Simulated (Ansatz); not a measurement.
Ta:
```
Ta
1.0
   -1.64070     1.64070     1.64070
    1.64070    -1.64070     1.64070
    1.64070     1.64070    -1.64070
Ta
1
Direct
  0.00000   0.00000   0.00000
```

Relaxed with PBEsol. Special points in fractions of this cell's reciprocal vectors: Γ (0.000, 0.000, 0.000); H (0.500, -0.500, 0.500); N (0.000, 0.000, 0.500); P (0.250, 0.250, 0.250).

Problem. List the band energies nearest the Fermi level at these points for PBEsol with spin–orbit coupling in the plane-wave PAW code Ansatz.

Solution. In eV from the Fermi level; about four levels below and three above (degenerate sets whole), none deeper than 8.9 eV; points with the same levels are listed once.

```csv
k,below,above
Γ,-7.91 -7.91,0.65 0.65 0.65 0.65
H,-3.85 -3.85 -3.85 -3.85,6.90 6.90 6.90 6.90
N,-4.40 -4.40 -1.54 -1.54,1.67 1.67 4.03 4.03
P,-0.97 -0.97 -0.97 -0.97,5.29 5.29 5.29 5.29
```

Space group Im-3m (bcc (W type)). The PBEsol relaxation kept the symmetry of its start. The run is not spin-polarised.

Potentials: the earlier of the program's two PAW sets. The files were generated under PBE; for other functionals the program regenerates the frozen cores, and for LDA and PBEsol the local potential too.
